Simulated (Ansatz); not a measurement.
# OsRu: from λ and ω_log to T_c, calculated with Ansatz

Space group P-6m2 (No. 187), 2 atoms in the cell of the first input below: a = 2.710 Å, b = 2.710 Å, c = 4.279 Å, α = 90.00°, β = 90.00°, γ = 120.00°.

The structure comes from the Materials Project database of computed cells (whether it is a measured phase wasn't checked), relaxed without spin–orbit coupling to zero pressure (pressure 0.0 GPa with this functional, without spin–orbit coupling). Functional: PBEsol.

Input:

```yaml
crystal:
  lattice:
    - [2.7102339841, 0.0, 0.0]
    - [-1.355116992, 2.3471314804, 0.0]
    - [0.0, 0.0, 4.2788789703]
  atoms:
    - { symbol: Os, position: [0.3333333333, 0.6666666667, 0.5] }
    - { symbol: Ru, position: [0.0, 0.0, 0.0] }
basis:
  ecutwfc: 420
  ecutrho_ratio: 4
kpoints:
  mp_grid: { grid: [14, 14, 8] }
hamiltonian:
  xc: pbesol
scf:
  occupations: { method: methfessel_paxton, width: 0.2 }
output: {}
phonons:
  supercell: [2, 2, 2]
  qpath:
    path:
      - [[0.0, 0.0, 0.0], [0.5, 0.0, 0.0], [0.33333333, 0.33333333, 0.0], [0.0, 0.0, 0.0], [0.0, 0.0, 0.5], [0.5, 0.0, 0.5], [0.33333333, 0.33333333, 0.5], [0.0, 0.0, 0.5]]
      - [[0.5, 0.0, 0.5], [0.5, 0.0, 0.0]]
      - [[0.33333333, 0.33333333, 0.5], [0.33333333, 0.33333333, 0.0]]
    npoints: 6
  electrical_resistivity: { mesh: [28, 28, 16], temperatures: [50, 100, 200, 300, 500] }
  superconductivity: { mesh: [28, 28, 16], eliashberg_equations: false }
```

```bash
ansatz run input.yaml --threads 8 --pin off --max-ram 15360MiB --backend cpu --events-out ev --progress --plain --runs-dir out
```

Time: 2.7 min on 8 threads of Arm Neoverse V2 (shared host), peak memory 3.5 GiB.

On the finest mesh λ = 0.5252, ω_log = 19.317 meV, N(E_F) = 0.690 states per eV, spin and cell. λ by mesh: 28×28×16 0.525, 14×14×8 0.528, 7×7×4 0.562.

Q: What T_c does McMillan's formula in the Allen–Dynes form give for μ* = 0.10?

A: T_c = (ω_log/1.2) exp[−1.04(1+λ)/(λ − μ*(1+0.62λ))] = (224.16 K/1.2) × exp(−1.5862/0.3926) = 3.29 K. By mesh, finest first, the same formula gives 3.29, 3.35, 4.22 K.

```csv
μ*,McMillan (K),Allen–Dynes with strong-coupling factors (K)
0.08,4.24,4.35
0.10,3.29,3.36
0.12,2.45,2.50
0.13,2.08,2.13
0.14,1.75,1.78
0.16,1.18,1.20
0.20,0.42,0.43
```

Caveats: no spin-orbit coupling, which matters for these elements; small supercell, couplings not converged in it; with so small a supercell and a typed μ*, T_c can miss a measured one by a factor of two or more.
